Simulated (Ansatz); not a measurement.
TaN, DFT, LDA, all-electron LAPW, scalar-relativistic (Ansatz 0.2.0), run on 2 threads of Arm Neoverse V1 on a shared host.

The cell comes from COD entry 1539256, which wasn't checked; take it as a given geometry. The listed cell was then made from it by scaling, straining or moving an atom.

Command: `ansatz run input.yaml --threads 2 --pin off --max-ram 8192MiB --backend cpu --events-out ev --progress --plain --runs-dir out`

```yaml
crystal:
  lattice:
    - [5.1849992558, 0.0, 0.0]
    - [-2.5924996279, 4.4903410741, 0.0]
    - [0.0, 0.0, 2.84984]
  atoms:
    - { symbol: Ta, position: [0.0, 0.0, 0.0] }
    - { symbol: Ta, position: [0.3333333333, 0.6666666667, 0.5] }
    - { symbol: Ta, position: [0.6666666667, 0.3333333333, 0.5] }
    - { symbol: "N", position: [0.5, 0.0, 0.0] }
    - { symbol: "N", position: [0.5, 0.5, 0.0] }
    - { symbol: "N", position: [0.0, 0.5, 0.0] }
kpoints:
  mp_grid: { grid: [5, 5, 8] }
  band_path:
    path:
      - [0.0, 0.0, 0.0]
      - [0.5, 0.0, 0.0]
      - [0.3333333333, 0.3333333333, 0.0]
      - [0.0, 0.0, 0.0]
      - [0.0, 0.0, 0.5]
      - [0.5, 0.0, 0.5]
      - [0.3333333333, 0.3333333333, 0.5]
      - [0.0, 0.0, 0.5]
      - [0.5, 0.0, 0.5]
    npoints: 5
scf:
  occupations: { method: fermi_dirac, width: 0.03 }
hamiltonian:
  xc: lda
  pseudopotentials: { kind: all_electron, lapw: { basis_error: 0.0005 } }
output:
  forces: true
  stress: true
  eigenvalues: true
```

Q: How large is the problem that the program sets up?

A: 25 irreducible k-points, 1431 plane waves at Γ, 94 bands.

Q: Estimate the wall time and the peak memory.

A: 110 s of wall time for 12 SCF iterations, with a peak of 0.85 GiB. Times on shared machines scatter by tens of per cent.
